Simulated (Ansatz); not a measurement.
An Ansatz input and the part of its output that reports the observables at the nuclei.

The start is a refined structure from the COD.

```yaml
crystal:
  lattice:
    - [6.8497, 0.0, 0.0]
    - [2.7620007153, 6.7552657726, 0.0]
    - [2.2034079377, -0.3096923268, 12.5538374361]
  atoms:
    - { symbol: Cs, position: [0.31695, 0.84855, 0.08684] }
    - { symbol: Cs, position: [0.68305, 0.15145, 0.91316] }
    - { symbol: Cs, position: [0.5674, 0.66851, 0.64596] }
    - { symbol: Cs, position: [0.4326, 0.33149, 0.35404] }
    - { symbol: Ru, position: [0.19445, 0.3058, 0.70669] }
    - { symbol: Ru, position: [0.80555, 0.6942, 0.29331] }
    - { symbol: C, position: [0.8814, 0.5795, 0.8588] }
    - { symbol: C, position: [0.1186, 0.4205, 0.1412] }
    - { symbol: C, position: [0.0999, 0.58, 0.8748] }
    - { symbol: C, position: [0.9001, 0.42, 0.1252] }
    - { symbol: "N", position: [0.1191, 0.1713, 0.6224] }
    - { symbol: "N", position: [0.8809, 0.8287, 0.3776] }
    - { symbol: Cl, position: [0.25347, 0.04584, 0.82817] }
    - { symbol: Cl, position: [0.74653, 0.95416, 0.17183] }
    - { symbol: Cl, position: [0.55844, 0.17712, 0.62731] }
    - { symbol: Cl, position: [0.44156, 0.82288, 0.37269] }
    - { symbol: Cl, position: [0.12443, 0.59041, 0.59996] }
    - { symbol: Cl, position: [0.87557, 0.40959, 0.40004] }
    - { symbol: O, position: [0.0686, 0.0775, 0.5729] }
    - { symbol: O, position: [0.9314, 0.9225, 0.4271] }
    - { symbol: O, position: [0.8945, 0.444, 0.7921] }
    - { symbol: O, position: [0.1055, 0.556, 0.2079] }
    - { symbol: O, position: [0.2651, 0.4592, 0.8128] }
    - { symbol: O, position: [0.7349, 0.5408, 0.1872] }
    - { symbol: O, position: [0.107, 0.688, 0.9428] }
    - { symbol: O, position: [0.893, 0.312, 0.0572] }
    - { symbol: O, position: [0.7139, 0.6972, 0.9057] }
    - { symbol: O, position: [0.2861, 0.3028, 0.0943] }
kpoints:
  mp_grid: { grid: [6, 5, 3] }
scf:
  occupations: { method: fermi_dirac, width: 0.05 }
hamiltonian:
  xc: pbe
  pseudopotentials: { kind: paw }
output:
  forces: true
  stress: true
  populations: true
  efg:
    quadrupole_moments_barn: { Cs: -0.00343, Ru: 0.079, "N": 0.02044, Cl: -0.08112, O: -0.02558 }
    contact_densities: true
  write_density: true
  write_potential: true
  elf: true
  volumetric_format: npy
relax:
  f_tol: 0.02
  max_steps: 60
```

```sh
ansatz run input.yaml --threads 4 --pin off --max-ram 8192MiB --backend cpu --events-out ev --progress --plain --runs-dir out
```

The run relaxes the ions first, and the block belongs to the relaxed positions.

Of the output, the block on the nuclei alone is shown; the set-up, the SCF iterations, energies, forces and stress are cut. One atom of each set with nearly equal values is shown.

```
--- PAW observables at the nuclei: V_zz in 10²¹ V/m², potentials from the cell's mean, atoms counted from 1 ---
  atom   1  Cs V_zz =    -4.800287   η = 0.2829   by run symmetry: allowed   C_q = +0.3981 MHz
            electrostatic potential = -9372.841637 V   contact ρ = 1900599.840603 e/Å³
  atom   3  Cs V_zz =    +3.168175   η = 0.6597   by run symmetry: allowed   C_q = -0.2628 MHz
            electrostatic potential = -9372.620061 V   contact ρ = 1900601.423526 e/Å³
  atom   5  Ru V_zz =    +4.915108   η = 0.2724   by run symmetry: allowed   C_q = +9.3889 MHz
            electrostatic potential = -6784.174183 V   contact ρ = 719479.349477 e/Å³
  atom   7  C  V_zz =    +2.933810   η = 0.6860   by run symmetry: allowed
            electrostatic potential = -409.057925 V   contact ρ = 867.834742 e/Å³
  atom   9  C  V_zz =    +2.922189   η = 0.7144   by run symmetry: allowed
            electrostatic potential = -409.071025 V   contact ρ = 867.828239 e/Å³
  atom  11  N  V_zz =    -1.957523   η = 0.1611   by run symmetry: allowed   C_q = -0.9675 MHz
            electrostatic potential = -506.724547 V   contact ρ = 1418.347967 e/Å³
  atom  13  Cl V_zz =   +21.215829   η = 0.0707   by run symmetry: allowed   C_q = -41.6143 MHz
            electrostatic potential = -1774.462367 V   contact ρ = 24095.441996 e/Å³
  atom  15  Cl V_zz =   +19.568395   η = 0.1149   by run symmetry: allowed   C_q = -38.3829 MHz
            electrostatic potential = -1774.275720 V   contact ρ = 24095.335605 e/Å³
  atom  17  Cl V_zz =   +19.477529   η = 0.0063   by run symmetry: allowed   C_q = -38.2046 MHz
            electrostatic potential = -1774.361181 V   contact ρ = 24095.354813 e/Å³
  atom  19  O  V_zz =    +8.566601   η = 0.0679   by run symmetry: allowed   C_q = -5.2986 MHz
            electrostatic potential = -615.944687 V   contact ρ = 2161.799520 e/Å³
  atom  21  O  V_zz =   +10.124662   η = 0.2566   by run symmetry: allowed   C_q = -6.2623 MHz
            electrostatic potential = -618.362918 V   contact ρ = 2157.781956 e/Å³
  atom  23  O  V_zz =   +10.120889   η = 0.2718   by run symmetry: allowed   C_q = -6.2600 MHz
            electrostatic potential = -618.491915 V   contact ρ = 2157.692304 e/Å³
  atom  25  O  V_zz =   -14.239798   η = 0.0179   by run symmetry: allowed   C_q = +8.8076 MHz
            electrostatic potential = -619.418260 V   contact ρ = 2158.167490 e/Å³
  atom  27  O  V_zz =   -13.752536   η = 0.1370   by run symmetry: allowed   C_q = +8.5062 MHz
            electrostatic potential = -619.369467 V   contact ρ = 2158.004924 e/Å³
```

The relaxation (9 steps) took 16 min of wall time (63 min of CPU time) and 3.7 GiB at its peak, on 4 threads of Arm Neoverse N1 (aarch64; 8 cores open to the job, memory cap 8.0 GiB, no GPU), a shared host with a load of 0.8 a core.

Without spin–orbit coupling (the program notes it for Cs and Ru) the gradients are little affected as a rule: paired runs on crystals with a gap mostly move them by under 2 % at such atoms. With these PAW files V_zz is typically within 2 to 3 % of all-electron values, but misses above 10 % occur on Ru.
